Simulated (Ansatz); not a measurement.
Values for one crystal, relaxed and computed with DFT-r²SCAN in the program Ansatz with PAW potentials; other levels are named.

| Quantity | Value |
|---|---|
| Volume per atom | 20.37 Å³ |
| Electronic character | metallic (no gap) |
| Density of states at the Fermi level | 0.27 states/eV per atom (mean over ±0.08 eV) |
| Formation energy from the elements (no fitted shifts) | -0.32 eV/atom |

Q: Which of these materials gives this?
A) Ni3S4, Fd-3m (Ni on 8a, Ni on 16d, S on 32e)
B) HfCuGe2, P4/nmm (Hf on 2c, Cu on 2b, Ge on 2a, Ge on 2c)
C) CaAg2Ge2, I4/mmm (Ag on 4d, Ge on 4e, Ca on 2a)
D) YSi2Ru2, I4/mmm (Y on 2a, Si on 4e, Ru on 4d)

A: C, CaAg2Ge2, I4/mmm (Ag on 4d, Ge on 4e, Ca on 2a)

The workflow started from an entry of the Crystallography Open Database (COD). Whether it is the stable phase at ambient conditions was not checked. The r²SCAN relaxation kept the symmetry of its start; whether a distortion lowers the energy is not shown. No spin polarisation was allowed. The references are the lowest solids computed at this level, not always the standard phases. Scalar-relativistic: spin–orbit coupling is off unless named, which matters more the heavier the elements.

Potentials: the later of the program's two PAW sets.
